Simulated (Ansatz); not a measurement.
PbSe (rock salt)

```
PbSe
1.0
    0.00000     3.10883     3.10883
    3.10883     0.00000     3.10883
    3.10883     3.10883     0.00000
Se Pb
1 1
Direct
  0.00000   0.00000   0.00000
  0.50000   0.50000   0.50000
```

The slice is a {110} plane (indices of the conventional cell) through the point (0.000, 0.000, 0.000) (fractional), spanned by u = [100] and v = [1 -1 -1] in vectors of this cell: u (4.40 Å) and v (6.22 Å, at 90° to u). It covers one period; positions are fractions (u, v).

The numbers are results of PBE (plane waves to 420 eV, PAW, scalar-relativistic; Ansatz, a quantum-chemistry and plane-wave program), not measurements. k mesh 9×9×9. These are valence fields of a PAW run, semicore shells included where kept as valence: close to a nucleus they are smooth pseudo fields. PbSe was relaxed with its symmetry unable to fall. Spin-orbit coupling is left out, though Pb is heavy. The PAW data are Ansatz's earlier set.

Task: Predict the map of the valence electron density on the slice.

Result: 
```
|87543211123457|
|55432110112345|
|44332100012334|
|33221000001223|
|32211000001122|
|33221000001223|
|44321100011234|
|66532110112356|
|76643111113466|
|77643211123467|
|76643111113466|
|66532110112356|
|44321100011234|
|33221000001223|
|32211000001122|
|33221000001223|
|44332100012334|
|55432110112345|
|87543211123457|
|98543211123458|
```
Scale: ten equal steps from -1.80 (start of '0') to 1.81 (end of '9'), in the order '0123456789'. Values: log₁₀ of the valence density in e/Å³. The map has 14 points along u (one character each, u = 0 at the left) and 20 along v (v = 0 in the bottom row). The scale is logarithmic, as a density can span decades between atoms and voids.
